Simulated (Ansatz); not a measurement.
Zr3HRh in space group Pm-3m (No. 221; Rh on 1a, Zr on 3c, H on 1b) under volume change, r²SCAN (plane waves, PAW; program Ansatz), scaled uniformly.

```tsv
V (Å³/atom)	E − E(relaxed) (meV/atom)	P (GPa)
14.985	63.6	14.85
15.479	26.8	9.15
15.973	6.4	4.24
16.467	0.0	-0.01
16.961	5.8	-3.66
17.455	22.1	-6.81
17.949	47.3	-9.51
```

**Question.** What does a third-order Birch–Murnaghan fit give for V₀, B₀ and B′?

**Answer.** V₀ = 16.47 Å³/atom, B₀ = 131 GPa, B′ = 3.9.

The start of the workflow was typed in or built on a structure type; neither database checked (COD, Materials Project) lists it. Its standing as an ambient phase is unchecked. Symmetry was held in the r²SCAN relaxation. At this level the phase is mechanically unstable. No spin polarisation was allowed.

Potentials: the earlier of the program's two PAW sets.
